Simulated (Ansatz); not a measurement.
The start is a relaxed TaSi2 cell, doubled along one cell vector, shaken by Gaussian noise of σ = 0.08 Å a coordinate. The structure is fully relaxed (lattice and positions, P = 0) with PBE (plane waves to 420 eV, PAW, scalar-relativistic; Ansatz, a program for electronic structure). First-step values are on the input's coarse k-mesh.

Ansatz input (later rounds restart from its end on a renewed k-mesh):
Ansatz 0.2 input:
```yaml
crystal:
  lattice:
    - [-3.2831944756, 3.2831944756, 8.2134013874]
    - [1.6415972378, -1.6415972378, 4.1067006937]
    - [1.6415972378, 1.6415972378, -4.1067006937]
  atoms:
    - { symbol: Ta, position: [0.0055291134, 0.0222827931, 0.0273948839] }
    - { symbol: Ta, position: [0.4827392449, -0.0082430617, -0.0279122313] }
    - { symbol: Si, position: [0.3391199071, 0.6398419185, 0.0130472045] }
    - { symbol: Si, position: [0.8610940368, 0.6590253264, 0.0264322762] }
    - { symbol: Si, position: [0.1790500025, 0.3342591524, 0.0055737384] }
    - { symbol: Si, position: [0.6576423703, 0.2947906052, -0.013891317] }
basis: { ecutwfc: 420, ecutrho_ratio: 4, xc_grid: 2, fft_grid_basis: typed }
kpoints: { mp_grid: { grid: [4, 8, 10] } }
hamiltonian:
  xc: pbe
  dispersion: none
  pseudopotentials: { kind: paw }
scf: { occupations: { method: fermi_dirac, width: 0.05 } }
relax: { f_tol: 0.01, max_steps: 100, cell: { stress_tol: 0.02 } }
output: { forces: true, stress: true }
```

### Question
What pressure does the first self-consistent step give?

### Answer
+4 GPa (positive: the cell is compressed).

### Question
What is the largest force in the starting geometry, and on which atom (counted from 1)?

### Answer
About 2.9 eV/Å, on Ta2 (atoms numbered as listed).

### Question
By how much does the energy per atom fall from start to end?

### Answer
0.10 eV/atom.

### Question
What band gap does the relaxed structure have at this level?

### Answer
Zero (metallic).

It ends as:

```cif
data_Si4Ta2
_chemical_formula_sum 'Ta2 Si4'
_space_group_name_H-M_alt 'I4/mmm'
_space_group_IT_number 139
_space_group_name_Hall '-I 4 2'
_cell_length_a 3.28325
_cell_length_b 3.28325
_cell_length_c 8.21330
_cell_angle_alpha 90.000
_cell_angle_beta 90.000
_cell_angle_gamma 90.000
loop_
_atom_site_label
_atom_site_type_symbol
_atom_site_symmetry_multiplicity
_atom_site_Wyckoff_symbol
_atom_site_fract_x
_atom_site_fract_y
_atom_site_fract_z
_atom_site_occupancy
Ta1 Ta 2 b 0.00000 0.00000 0.50000 1
Si1 Si 4 e 0.00000 0.00000 0.16834 1
```
(The calculation used a cell of 3 atoms; values per cell refer to that cell.)

Final values are on a 20×20×20 k-mesh of the relaxed cell. No spin polarisation in the result. The relaxed primitive cell holds an odd number of electrons. A magnetic state may lie lower.

The relaxed structure here is a generated cell of TaSi2: the first start was made by placing the elements on the sites of a structure type, and the end was not matched to a known phase here, so it may be hypothetical. Known forms of TaSi2 include space group No. 181.
